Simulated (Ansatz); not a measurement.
Here is an unrelaxed guess for Zr2Zn2N3.

```cif
data_structure
_symmetry_space_group_name_H-M 'Immm'
_symmetry_Int_Tables_number 71
_cell_length_a 5.9399
_cell_length_b 6.0120
_cell_length_c 6.1569
_cell_angle_alpha 90.000
_cell_angle_beta 90.000
_cell_angle_gamma 90.000
_cell_volume 219.86
loop_
_atom_site_label
_atom_site_type_symbol
_atom_site_symmetry_multiplicity
_atom_site_Wyckoff_symbol
_atom_site_fract_x
_atom_site_fract_y
_atom_site_fract_z
_atom_site_occupancy
Zr1 Zr 4 e 0.26231 0.00000 0.00000 1
Zn1 Zn 2 c 0.00000 0.00000 0.50000 1
Zn2 Zn 2 d 0.00000 0.50000 0.00000 1
N1 N 4 f 0.28643 0.50000 0.00000 1
N2 N 2 a 0.00000 0.00000 0.00000 1
```

Method: DFT PBE, scalar-relativistic, plane waves, PAW (Ansatz). Cutoff 420 eV; k points 4×4×4 on the computed 7-atom cell (Γ-centred); Gaussian smearing, width 0.10 eV; no spin polarisation.

Energies over the elements count from the elements' standard structures at the same level (N₂ as a molecule), with no fitted energy shifts.

Q: Estimate its pressure, forces and energy as it stands.

A: The pressure is 95.4 GPa (the mean over three directions, positive in compression), the largest force is 47.98 eV/Å, and the energy is +3.77 eV/atom against the elements. The shortest distance is 1.27 Å, so close that the PAW spheres overlap strongly and these values are rough.

Q: Is it a good guess?

A: A poor one: relaxing gains about 4.4 eV/atom (the start's value is from the coarse mesh, so the gain is rough) in 30 ionic steps and ends at −0.65 eV/atom on the finer mesh. The symmetry goes from Immm (No. 71) to I4/mmm (No. 139). The volume per atom shrinks by 16.1 %, from 15.7 to 13.2 Å³. The shortest distance goes from 1.27 Å (Zn–N) to 2.14 Å (Zr–N). Conventional cell: a = 4.484 Å, c = 9.177 Å. Around Zr lie 5 N at 2.14–2.25 Å, 4 Zn at 3.10 Å and 4 Zr at 3.19 Å; around Zn lie 4 N at 2.24–2.29 Å and 4 Zr at 3.10 Å; around N on a site of symmetry -4m2 lie 4 Zr at 2.25 Å and 2 Zn at 2.29 Å; 1 more site not described.

The last run used a 12×12×12 mesh for its 7-atom cell and Gaussian smearing of 0.10 eV. The relaxation can't lower the symmetry of the start, and the grade says only how near the guess is to its own end. A structure relaxed within its symmetry needn't be a true minimum. Another cell of Zr2Zn2N3 relaxed alike, in P-3m1 (a Materials Project cell), lies 158 meV/atom lower, so this cell isn't the stable form at this level.
